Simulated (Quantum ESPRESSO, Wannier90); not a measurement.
## AlCo (CsCl type): Wannier90 run

```xyz
2
Lattice="2.8194 0.0000 0.0000 0.0000 2.8194 0.0000 0.0000 0.0000 2.8194" Properties=species:S:1:pos:R:3 pbc="T T T"
Al     0.0000     0.0000     0.0000
Co     1.4097     1.4097     1.4097
```

Cell from Materials Project (mp-284), symmetrised, no further relaxation. Not found in the COD (Crystallography Open Database) copy used; not checked further. Method: PBE plane waves in Quantum ESPRESSO 7.5 (PseudoDojo norm-conserving files, 77 Ry, no spin polarisation, no spin-orbit coupling), Bloch states on a 10×10×10 mesh through Γ, Wannier90 4.0.1. Density: 14×14×14 mesh, cold smearing 0.01 Ry. A non-magnetic state is assumed; magnetic ones were not tried.

Functional, cutoff and mesh named above are those of the base row (1); the first column says what each row takes instead. Model: 13 functions from bands 5-26, start hydrogen-like Al: s;p; Co: s;p;d, disentangled but not localised (num_iter = 0), frozen window tied to the conduction edge or Fermi level of each row, as listed, which moves Ω_I and hoppings a little by itself. Energies are relative to the Fermi level; the misfit is to pw.x on a path, for states up to 1.0 eV relative to the Fermi level. The lattice is scaled uniformly, fractional positions fixed. The disentangled Ω_I can sit in another minimum from row to row.

| scale | frozen to (eV) | Ω_I (Å²) | rms misfit (meV) | bottom of band 5 (eV) | on-site Al1 pz minus Al1 s (eV) | hopping modulus Co2 pz – Co2 pz, R = 0 0 1 (eV) | hopping modulus Co2 px – Al1 s, R = 0 1 0 (eV) | hopping modulus Co2 s – Al1 s, R = 1 0 1 (eV) | hopping modulus Co2 pz – Co2 dz2, R = 0 0 1 (eV) |
|---|---|---|---|---|---|---|---|---|---|
| 0.95 | 1.50 | 10.11 | 12 | -12.45 | 4.51 | 2.855 | 1.707 | 1.580 | 0.582 |
| 0.975 | 1.50 | 10.32 | 11 | -11.87 | 4.78 | 2.691 | 1.616 | 1.481 | 0.544 |
| 1 | 1.50 | 10.45 | 15 | -11.33 | 5.01 | 2.538 | 1.533 | 1.387 | 0.516 |
| 1.025 | 1.50 | 10.66 | 7.1 | -10.81 | 5.20 | 2.382 | 1.450 | 1.301 | 0.483 |
| 1.05 | 1.50 | 10.75 | 2.1 | -10.32 | 5.36 | 2.237 | 1.369 | 1.219 | 0.453 |
